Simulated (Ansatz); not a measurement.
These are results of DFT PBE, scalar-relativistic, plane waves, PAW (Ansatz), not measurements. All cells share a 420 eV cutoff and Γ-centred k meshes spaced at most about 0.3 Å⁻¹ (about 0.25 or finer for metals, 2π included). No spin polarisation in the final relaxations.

These are static total energies at zero pressure.

Two relaxed structures of Bi2Te2O:

A.

```yaml
crystal:
  lattice:
    - [-3.08616, 3.08616, 5.18591]
    - [3.08616, -3.08616, 5.18591]
    - [3.08616, 3.08616, -5.18591]
  atoms:
    - { symbol: Bi, position: [0.79653, 0.79653, 0.00000] }
    - { symbol: Bi, position: [0.20347, 0.20347, 0.00000] }
    - { symbol: Te, position: [0.50000, 0.50000, 0.00000] }
    - { symbol: Te, position: [0.25000, 0.75000, 0.50000] }
    - { symbol: O, position: [0.00000, 0.00000, 0.00000] }
```

B.

```yaml
crystal:
  lattice:
    - [5.84929, 0.00000, 0.00000]
    - [0.00000, 5.84929, 0.00000]
    - [0.00000, 0.00000, 4.33503]
  atoms:
    - { symbol: Bi, position: [0.00000, 0.50000, 0.23278] }
    - { symbol: Bi, position: [0.50000, 0.00000, 0.76722] }
    - { symbol: Te, position: [0.00000, 0.00000, 0.50000] }
    - { symbol: Te, position: [0.50000, 0.50000, 0.00000] }
    - { symbol: O, position: [0.00000, 0.00000, 0.00000] }
```

Problem. Which would you expect to be lower, and how large is the difference?

Solution. B is lower, by 137 meV/atom. A has space group I-4m2 (No. 119), 39.5 Å³/atom and no gap on its mesh; B has space group P-4m2 (No. 115), 29.7 Å³/atom and no gap. The denser one is the lower, and pressure would at first widen the difference. In A, around Bi lie 1 O at 2.11 Å and 3 Te at 3.08–3.12 Å; Te on its first site has 2 Bi at 3.08 Å and 4 Te at 4.03 Å; around O lie 2 Bi at 2.11 Å and 4 Te at 4.03 Å; 1 more site not described. In B, Bi has 2 O at 3.09 Å and 4 Te at 3.09–3.15 Å; Te on its first site is surrounded by 2 O at 2.17 Å and 4 Bi at 3.15 Å; O has 2 Te at 2.17 Å and 4 Bi at 3.09 Å; 1 more site not described. Both come from invented guesses. A third cell relaxed alike, in P4/nmm (a Materials Project cell), lies 0.41 eV/atom below the lower of the two.

Spin–orbit coupling, which can matter for Bi and Te, is left out. Cells relaxed within their symmetry can be saddle points.
